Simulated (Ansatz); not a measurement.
The cell below belongs to a search over invented structures; it isn't taken from experiment.

Input and command of a plane-wave DFT calculation in Ansatz:

```yaml
crystal:
  lattice:
    - [3.0709477685, 0.0259228839, -0.0105890584]
    - [-1.5130240083, 2.67911428, -0.0435755287]
    - [-0.0876413577, -0.4670506444, 25.7477342105]
  atoms:
    - { symbol: Mg, position: [1.0355964524, 0.0097884308, -0.0056355959] }
    - { symbol: Mg, position: [0.6279903776, 0.2893292146, 0.9104926378] }
    - { symbol: Mg, position: [0.3416890679, 0.6871225731, 0.0945633677] }
    - { symbol: Mg, position: [0.3160573812, 0.6683270358, 0.8017988867] }
    - { symbol: Mg, position: [0.0368082771, 0.1203487473, 0.7080448858] }
    - { symbol: Mg, position: [0.6434220499, 0.2996826264, 0.1882771549] }
    - { symbol: Mg, position: [0.9643489721, 0.9372626714, 0.3063919916] }
    - { symbol: Mg, position: [0.0343789626, -0.0026769257, 0.4931442403] }
    - { symbol: Mg, position: [0.7006656723, 0.3798634588, 0.602550309] }
    - { symbol: Mg, position: [0.3032902997, 0.6457142305, 0.3903018855] }
    - { symbol: O, position: [0.6596949895, 0.3460360632, 0.0492803403] }
    - { symbol: O, position: [0.3360574976, 0.6192018739, 0.9607898963] }
basis:
  ecutwfc: 420
kpoints:
  mp_grid: { grid: [12, 12, 1] }
hamiltonian:
  xc: pbe
scf:
  occupations: { method: gaussian, width: 0.2 }
  lower_state_search: "off"
output:
  forces: true
  stress: true
  eigenvalues: true
relax:
  adjacent_minimum: "off"
  f_tol: 0.025
  max_steps: 60
  cell: { stress_tol: 0.25 }
```

```bash
ansatz run input.yaml --threads 1 --pin off --max-ram 2560MiB --backend cpu --events-out ev --progress --plain --runs-dir out
```

Processor: Intel(R) Xeon(R) 6975P-C (Granite Rapids), 1 thread, on a host shared with other jobs.

Task: How long does it run, and how much memory does it take?

Result: About 4.9 min, peak memory 0.98 GiB. It solves 68 bands at 74 k points (after reduction by symmetry) with about 4251 plane waves (on the last cell), in 62 SCF iterations over 6 ionic steps.
